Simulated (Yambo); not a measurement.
# Optical response of RbCaH$_{3}$

```
CELL_PARAMETERS angstrom
      4.52097     0.00000     0.00000
      0.00000     4.52097     0.00000
      0.00000     0.00000     4.52097
ATOMIC_POSITIONS crystal
  H  0.50000 0.00000 0.50000
  H  0.00000 0.50000 0.50000
  H  0.50000 0.50000 0.00000
  Ca 0.50000 0.50000 0.50000
  Rb 0.00000 0.00000 0.00000
```

Yambo, RPA with local fields on PBEsol bands shifted by a G0W0 scissor of 2.44 eV; 4×4×4 mesh, 130 bands, 3 Ry local-field block, 0.2 eV broadening; field along x.

| E (eV) | Im ε | Re ε | Im ε, independent particles |
|---|---|---|---|
| 0.0 | 0.00 | 2.54 | 0.00 |
| 0.6 | 0.00 | 2.54 | 0.01 |
| 1.2 | 0.01 | 2.57 | 0.01 |
| 1.9 | 0.02 | 2.60 | 0.02 |
| 2.5 | 0.02 | 2.66 | 0.03 |
| 3.1 | 0.03 | 2.75 | 0.04 |
| 3.8 | 0.05 | 2.87 | 0.06 |
| 4.4 | 0.08 | 3.07 | 0.10 |
| 5.0 | 0.20 | 3.42 | 0.25 |
| 5.6 | 0.81 | 3.26 | 1.01 |
| 6.2 | 1.07 | 3.84 | 1.54 |
| 6.9 | 2.16 | 3.53 | 2.89 |
| 7.5 | 2.33 | 3.09 | 2.67 |
| 8.1 | 2.16 | 3.36 | 2.53 |
| 8.8 | 2.97 | 3.02 | 4.78 |
| 9.4 | 4.18 | 2.20 | 4.64 |
| 10.0 | 2.47 | 0.30 | 2.01 |
| 10.6 | 2.65 | -0.14 | 2.15 |
| 11.2 | 1.06 | -0.22 | 0.78 |
| 11.9 | 0.76 | 0.67 | 0.91 |
| 12.5 | 1.25 | 0.66 | 1.18 |
| 13.1 | 1.23 | 0.18 | 1.00 |
| 13.8 | 0.84 | 0.64 | 0.78 |
| 14.4 | 0.87 | 0.46 | 0.70 |
| 15.0 | 0.74 | 0.69 | 0.66 |
| 15.6 | 0.66 | 0.71 | 0.76 |
| 16.2 | 0.67 | 0.68 | 0.80 |
| 16.9 | 0.50 | 0.67 | 0.76 |
| 17.5 | 0.62 | 0.68 | 0.88 |
| 18.1 | 0.41 | 0.74 | 0.95 |
| 18.8 | 0.43 | 0.82 | 0.86 |
| 19.4 | 0.48 | 0.92 | 1.05 |
| 20.0 | 0.50 | 0.76 | 0.75 |

Structure narrower than a few tenths of an eV can come from the finite k mesh. Convergence of the RPA response with its 4×4×4 mesh was not tested. The scissor comes from a G0W0 run whose convergence isn't established. No excitonic effects at this level.

The cell is held in this high symmetry; tilts and polar distortions were not searched.

Geometry of the Materials Project entry, not relaxed at this level.
